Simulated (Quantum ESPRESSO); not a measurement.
Inputs of pw.x and gipaw.x (a modified build of Quantum ESPRESSO, PBE) for NaCl; the starting potential comes from an earlier run on another mesh:

```
&CONTROL
  calculation = 'scf'
  prefix = 'x'
  pseudo_dir = './pseudo'
  outdir = './out'
  tprnfor = .true.
/
&SYSTEM
  ibrav = 0
  nat = 2
  ntyp = 2
  ecutwfc = 60
  ecutrho = 240
  occupations = 'fixed'
  nbnd = 8
/
&ELECTRONS
  conv_thr = 1e-11
  startingpot = 'file'
/
ATOMIC_SPECIES
Cl 35.450 Cl.GGA_PBE-JTH.UPF
Na 22.990 Na.GGA_PBE-JTH.UPF
CELL_PARAMETERS angstrom
    0.000000000000     2.817850000000     2.817850000000
    2.817850000000     0.000000000000     2.817850000000
    2.817850000000     2.817850000000     0.000000000000
ATOMIC_POSITIONS crystal
Cl     0.000000000000     0.000000000000     0.000000000000
Na     0.500000000000     0.500000000000     0.500000000000
K_POINTS automatic
4 4 4 1 1 1
```

```
&INPUTGIPAW
  job = 'nmr'
  prefix = 'x'
  tmp_dir = './out/'
  restart_mode = 'from_scratch'
  pawproj(1) = .true.
  pawproj(2) = .true.
  use_nmr_macroscopic_shape = .false.
/
```

The cell was made here from an entry of the Crystallography Open Database (unchecked): atoms relaxed with PBE in the measured cell (PBE without dispersion, pw.x of Quantum ESPRESSO, symmetry kept).  Stability against distortions was not tested.

Task: Predict the shielding tensors that the run ends with.

Result: 
```
     Total NMR chemical shifts in ppm: ---------------------------------------
     (adopting the Simpson convention for anisotropy and asymmetry)-----------

     Atom  1  Cl  pos: (  0.000000  0.000000  0.000000)  Total sigma:         969.67
           969.6677          0.0000         -0.0000
            -0.0000        969.6677         -0.0000
            -0.0000         -0.0000        969.6677

     Cl      1    anisotropy:     -0.00    eta:    0.0000
     Cl      1    sigma_11=    969.67
     Cl      1    sigma_22=    969.67
     Cl      1    sigma_33=    969.67

     Atom  2  Na  pos: (  0.707107  0.707107  0.707107)  Total sigma:         541.43
           541.4319          0.0000         -0.0000
             0.0000        541.4319         -0.0000
            -0.0000         -0.0000        541.4319

     Na      2    anisotropy:      0.00    eta:    0.0000
     Na      2    sigma_11=    541.43
     Na      2    sigma_22=    541.43
     Na      2    sigma_33=    541.43
```
The printed anisotropy is 3/2 (σ_33 − σ_iso) in the program's own order; the axes are left out here. All sites are cubic, so the anisotropy vanishes by symmetry. These are absolute shieldings with no macroscopic susceptibility term; δ = σ_ref − σ needs a reference computed alike. By our sweeps, such settings leave a few ppm in absolute σ. The datasets of Cl, Na hold no d projectors, which limits absolute σ on these atoms. Static lattice: thermal averaging is not included.
